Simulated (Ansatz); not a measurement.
An Ansatz (a program for electronic structure) input:

Ansatz 0.2 input:
```yaml
crystal:
  lattice:
    - [4.2428446354, 0.0, 0.0]
    - [0.0, 4.2428446354, 0.0]
    - [0.0, 0.0, 4.2428446354]
  atoms:
    - { symbol: Ag, position: [0.0, 0.5, 0.5] }
    - { symbol: Ag, position: [0.5, 0.5, 0.0] }
    - { symbol: Ag, position: [0.5, 0.0, 0.5] }
    - { symbol: Sc, position: [0.0, 0.0, 0.0] }
kpoints:
  mp_grid: { grid: [7, 7, 7] }
  band_path:
    path:
      - [[0.0, 0.0, 0.0], [0.0, 0.5, 0.0], [0.5, 0.5, 0.0], [0.0, 0.0, 0.0], [0.5, 0.5, 0.5], [0.0, 0.5, 0.0]]  # Γ-X-M-Γ-R-X
      - [[0.5, 0.5, 0.5], [0.5, 0.5, 0.0]]  # R-M
    npoints: 12
basis: { xc_grid: 2 }
hamiltonian:
  xc: pbe
  pseudopotentials: { azcp: { folder: ./paw }, kind: paw_fr }
magnetization: { noncollinear: true, spin_orbit: true }
scf:
  n_extra_bands: 12
  convergence: { dr2_threshold: 0.0000000001 }
  occupations: { method: gaussian, width: 0.05 }
output: { eigenvalues: true }
```

Question: How many symmetry operations and irreducible k-points will the run report?

Answer: 48 operations, 20 of 343 k-points.

Question: With a cutoff of 420 eV, how many plane waves at Γ?

Answer: 1503.

It took about 110 core-seconds (a rough figure) on shared server cores.

Space group Pm-3m (Cu3Au type). The start of the workflow was typed in or built on a structure type; neither database checked (COD, Materials Project) lists it. Its standing as an ambient phase is unchecked. The PBE relaxation kept the symmetry of its start; its stability against distortions is not shown here. No spin polarisation was allowed.

Potentials: the earlier of the program's two PAW sets.

Ansatz is a plane-wave DFT program.
